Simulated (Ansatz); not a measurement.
Consider the following.

InHO$_{2}$:
```yaml
crystal:
  lattice:
    - [4.51081, 0.00000, 0.00000]
    - [0.00000, 5.26519, 0.00000]
    - [0.00000, 0.00000, 3.28164]
  atoms:
    - { symbol: In, position: [0.50000, 0.50000, 0.50000] }
    - { symbol: In, position: [0.00000, 0.00000, 0.00000] }
    - { symbol: H, position: [0.50000, 0.00000, 0.50000] }
    - { symbol: H, position: [0.00000, 0.50000, 0.00000] }
    - { symbol: O, position: [0.28002, 0.87011, 0.50000] }
    - { symbol: O, position: [0.71998, 0.12989, 0.50000] }
    - { symbol: O, position: [0.78002, 0.62989, 0.00000] }
    - { symbol: O, position: [0.21998, 0.37011, 0.00000] }
```

This is the HSE06-relaxed structure.

**Question.** All from plane-wave PAW HSE06 (Ansatz code), unless another level is named. Estimate the band gap.

**Answer.** 3.71 eV (direct).

**Question.** And the valence-band maximum?

**Answer.** at Γ.

Space group Pnnm. The workflow started from a Materials Project entry (that database holds measured and hypothetical structures alike); the Crystallography Open Database copy checked does not list it. COD files the formula under space group No. 31, so this cell is another polymorph or a model. Its standing as an ambient phase is unchecked. The cell was relaxed with HSE06 under the symmetry of its start; whether a distortion lowers the energy is not shown. The hybrid was solved on a coarse mesh, the path and, where they were found, the r²SCAN edge points; its band edges are the extreme levels among these. Spin–orbit coupling is left out wherever it is not named.

Potentials: the later of the program's two PAW sets.
